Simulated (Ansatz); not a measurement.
Mg (A15 (β-W type), Pm-3n) at seven volumes, plane-wave PAW r²SCAN (Ansatz code), scaled uniformly. One row is withheld.

```tsv
V (Å³/atom)	P (GPa)
21.010	4.21
21.703	2.60
22.396	1.20
23.088	0.00
23.781	?
24.474	-1.94
25.166	-2.72
```

### Question
Fit the shown pressures and predict the withheld one.

### Answer
P = (3/2)B₀(x^(7/2) − x^(5/2))[1 + (3/4)(B′ − 4)(x − 1)] with x = (V₀/V)^(2/3). Least squares on the six rows gives V₀ = 23.088 Å³/atom, B₀ = 37.2 GPa, B′ = 3.84. At V = 23.781, x = 0.9805 and P = -1.04 GPa. The run itself gave -1.04 GPa.

The start of the workflow was typed in or built on a structure type; neither database checked (COD, Materials Project) lists it. It is not the phase usual at ambient conditions (space group No. 194). The r²SCAN relaxation kept the symmetry of its start; whether a distortion lowers the energy is not shown.

Potentials: the earlier of the program's two PAW sets.
